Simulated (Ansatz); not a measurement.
# Property card for SnGe

SnGe (rock salt, space group No. 225), a = b = c = 5.7244 Å, α = β = γ = 90.00°; the cell used has 2 atoms.

Space group Fm-3m (No. 225), rock salt; conventional cell a = b = c = 5.724 Å, α = β = γ = 90.00°.

Method: DFT-PBE+D3(BJ) in the program Ansatz with PAW potentials. Structure relaxed to zero pressure with the same functional. Other levels are named where they apply.

### Cell and energy

```
Property                                                      Value
-----------------------------------------------------  ------------
Volume per atom                                            23.45 Å³
Density                                                  6.78 g/cm³
Formation energy from the elements (no fitted shifts)  0.13 eV/atom
```

### Electronic structure

```
Property                                                                     Value
------------------------------------  --------------------------------------------
Electronic character                                             metallic (no gap)
Density of states at the Fermi level  0.52 states/eV per atom (mean over ±0.08 eV)
Gap with spin–orbit coupling                                       none (metallic)
```

### Phonons

```
Quantity                                        Value
-----------------------------  ----------------------
Highest zone-centre frequency               137 cm^-1
Zone-centre stability          no imaginary mode at Γ
```

### Charges

```
Item                         Result
-------------  --------------------
Bader charges  Sn +0.31, Ge -0.31 e
```

A made-up cell: these elements were put on the sites of a structure type; neither database checked (COD, Materials Project) lists it. Whether it is the stable phase at ambient conditions was not checked. Symmetry was held in the PBE+D3(BJ) relaxation. As this level gives no gap, phonon frequencies hold no LO–TO term and depend on the k-mesh and smearing (Fermi–Dirac, 0.1 eV here). The references are the lowest solids computed at this level, not always the standard phases. Scalar-relativistic: spin–orbit coupling is off unless named, which matters more the heavier the elements.

Potentials: the later of the program's two PAW sets.
